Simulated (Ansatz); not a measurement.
HfO2 (tetragonal-ZrO2 type, space group P4_2/nmc)

```yaml
crystal:
  lattice:
    - [3.60482, 0.00000, 0.00000]
    - [0.00000, 3.60482, 0.00000]
    - [0.00000, 0.00000, 5.26502]
  atoms:
    - { symbol: Hf, position: [0.00000, 0.00000, 0.00000] }
    - { symbol: Hf, position: [0.50000, 0.50000, 0.50000] }
    - { symbol: O, position: [0.00000, 0.50000, 0.19324] }
    - { symbol: O, position: [0.00000, 0.50000, 0.69324] }
    - { symbol: O, position: [0.50000, 0.00000, 0.30676] }
    - { symbol: O, position: [0.50000, 0.00000, 0.80676] }
```

In this cell atom 4 (O, nearest neighbour Hf at 2.070 Å; its periodic images, 3.6 Å or more away, move with it) is moved by s towards the nearest neighbour, unit vector (-0.871, 0.000, -0.492); all other atoms and the cell stay fixed.

These are PBE (plane waves to 420 eV, PAW, scalar-relativistic; Ansatz, a quantum-chemistry and plane-wave program) values and carry that method's errors. k mesh 7×7×5 (Γ-centred), Fermi-Dirac smearing 0.05 eV. Energies are smeared free energies. Left out: 3 of 11 points, with atoms too close for the PAW data. HfO2 is run without spin polarisation. HfO2 was relaxed with its symmetry unable to fall. Spin-orbit coupling is left out, though Hf is heavy. The PAW data are Ansatz's earlier set. This is a high-temperature form of HfO2. ΔE is measured from the undisplaced structure.

```
s (Å)   ΔE (meV/cell)
------  -------------
-0.620           2092
-0.496       withheld
-0.372            871
-0.248            420
-0.124            115
0.000               0
0.124             143
0.248             658
```

Problem. Fit a polynomial form (powers 2, 3, 4) to the given rows and predict ΔE at s = -0.496.

Solution. Least squares on the 7 given rows: ΔE = (8520)·s² + (7641)·s³ + (4320)·s⁴, in meV/cell with s in Å; root-mean-square residual 2.4 meV/cell. At -0.496 the fit gives 1425 meV/cell; the calculation gives 1436 meV/cell, so the interpolation is off by -11 (-0.8 %). The quadratic term alone would give 2096 meV/cell.

(A displaced cell: forces are minus the slopes of the energy, force constants its curvatures, and phonons follow from these.)
